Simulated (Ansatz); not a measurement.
**CsSnI3: pressure and gap against volume**

A database entry relaxed whole under r2SCAN (P4/mbm):

```
Cs Sn I
1.0
     8.67237    0.00000    0.00000
     0.00000    8.67237    0.00000
     0.00000    0.00000    6.33305
Cs Sn I
2 2 6
Direct
  0.50000 0.00000 0.00000
  0.00000 0.50000 0.00000
  0.00000 0.00000 0.50000
  0.50000 0.50000 0.50000
  0.00000 0.00000 0.00000
  0.50000 0.50000 0.00000
  0.80188 0.30188 0.50000
  0.69812 0.80188 0.50000
  0.19812 0.69812 0.50000
  0.30188 0.19812 0.50000
```

The cell was scaled uniformly, its shape held, and the atoms relaxed at each volume with plane-wave PAW DFT (Ansatz 0.2.0; r2SCAN, 500 eV, 4×4×6 Γ-centred mesh, fermi-dirac occupations of width 0.020 eV; no spin, no spin-orbit coupling). One row is withheld.

```
volume (Å³/atom)  energy over the lowest (meV/atom)  pressure (GPa)  gap over mesh and path (eV)
          44.773                                9.6            1.18                        0.398
          45.726                                3.9            0.73                        0.470
          46.678                                  ?               ?                            ?
          47.631                                0.0           -0.04                        0.613
          48.584                                1.3           -0.38                        0.700
          49.536                                4.3           -0.65                        0.743
          50.489                                8.9           -0.91                        0.803
```

**Question.** Fit the pressures of the other rows to the third-order Birch-Murnaghan form.

**Answer.** With f = [(V₀/V)^(2/3) − 1]/2 and P = 3B₀f(1 + 2f)^(5/2)[1 + 3(B₀′ − 4)f/2], least squares gives V₀ = 47.50 Å³ an atom, B₀ = 17.3 GPa and B₀′ = 4.9; the rows miss the fit by less than 0.01 GPa. The slope of the energies differs from these pressures by less than 0.05 GPa.

**Question.** How does the gap move with volume?

**Answer.** It runs from 0.40 eV at the smallest volume to 0.80 eV at the largest, not along one parabola, so no one slope is given.

**Question.** What does the withheld row hold?

**Answer.** The fit gives 0.32 GPa at 46.678 Å³; the run gave 0.34 GPa and 0.9 meV an atom. Its gap is 0.520 eV.

Caveats: the shape of the cell was held, so B₀ is an upper bound where the axes differ in stiffness; 0 K, fixed nuclei; the symmetry was kept, and this need not be the phase that is stable at 0 K; one mesh for all volumes; no spin-orbit coupling, which narrows gaps of heavier elements; pressure is positive in compression.
